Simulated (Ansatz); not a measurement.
Pressure against volume: NbCd₃

```
CELL_PARAMETERS angstrom
4.21500 0.00000 0.00000
0.00000 4.21500 0.00000
0.00000 0.00000 4.21500
ATOMIC_POSITIONS crystal
Nb 0.00000 0.00000 0.00000
Cd 0.00000 0.50000 0.50000
Cd 0.50000 0.00000 0.50000
Cd 0.50000 0.50000 0.00000
```

The cell comes from COD entry 2310296, which wasn't checked; take it as a given geometry.

Spin polarisation is left out, and whether a magnetic state lies lower isn't shown here.

Levels of theory: DFT, LDA, all-electron LAPW, scalar-relativistic (Ansatz 0.2.0); DFT, LDA, PAW with Ansatz's default frozen-core files, scalar-relativistic (Ansatz 0.2.0).

For LAPW: a Γ-centred 9×9×9 k mesh, Fermi–Dirac smearing of 0.08 eV, basis error target 0.5 meV/atom, no spin polarisation. PAW takes a cutoff of 420 eV at this cell (files made with PBE, cores remade for this functional). The Ansatz runs share mesh, smearing and spin set-up. Plane-wave (PAW) pressures include the program's estimate of the Pulay term.

The cell above is scaled evenly, with fractional coordinates and shape held.

```json
{"V/V(cell)": "0.9400", "V (Å³/atom)": "17.598", "P, LAPW (GPa)": "5.49", "P, PAW (GPa)": "5.47"}
{"V/V(cell)": "0.9800", "V (Å³/atom)": "18.347", "P, LAPW (GPa)": "-0.18", "P, PAW (GPa)": "-0.19"}
{"V/V(cell)": "1.0000", "V (Å³/atom)": "18.721", "P, LAPW (GPa)": "-2.53", "P, PAW (GPa)": "-2.54"}
{"V/V(cell)": "1.0100", "V (Å³/atom)": "18.908", "P, LAPW (GPa)": "-3.60", "P, PAW (GPa)": "-3.61"}
{"V/V(cell)": "1.0400", "V (Å³/atom)": "19.470", "P, LAPW (GPa)": "-6.44", "P, PAW (GPa)": "-6.44"}
```

**Question.** What do Birch–Murnaghan fits to the pressures give?

**Answer.** LAPW: V0 = 18.32 Å³/atom, B0 = 123 GPa, B0′ = 5.0; PAW: V0 = 18.32 Å³/atom, B0 = 123 GPa, B0′ = 5.0.

PAW's V0 lies -0.01 % from the all-electron value and its B0 -0.1 %. Symmetry fixes shape and coordinates here, so this is the relaxed modulus.
